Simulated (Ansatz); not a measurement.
Zr₂C (P4/nmm), relaxed and computed with several functionals in Ansatz (plane waves, PAW).

```csv
functional,a (Å),c (Å),V (Å³/atom),ΔH_f (eV/atom),B₀ by P(V) fit (GPa)
PBEsol,3.602,6.903,14.92,-0.01,169
PBE,3.647,6.965,15.44,0.07,155
r²SCAN,[?],[?],[?],[?],[?]
```

Task: What belongs in the gaps?

Result: 
- r²SCAN, a (Å): 3.634
- r²SCAN, c (Å): 6.979
- r²SCAN, V (Å³/atom): 15.36
- r²SCAN, ΔH_f (eV/atom): 0.00
- r²SCAN, B₀ by P(V) fit (GPa): 162

Constructed cells (a structure type filled with these elements, in neither database checked): Zr2C, P4/nmm (Zr on 2a, Zr on 2c, C on 2c). All cells were relaxed under the symmetry of their starts (and spin orders); stability against distortions was not tested throughout. Rows with no word on spin ran without spin polarisation. Spin–orbit coupling is left out wherever it is not named.

Potentials: the later of the program's two PAW sets.

Ansatz (a quantum-chemistry and plane-wave program) is a plane-wave DFT program.

Formation energies count from the lowest solids of the elements computed at the same level, not from gases.
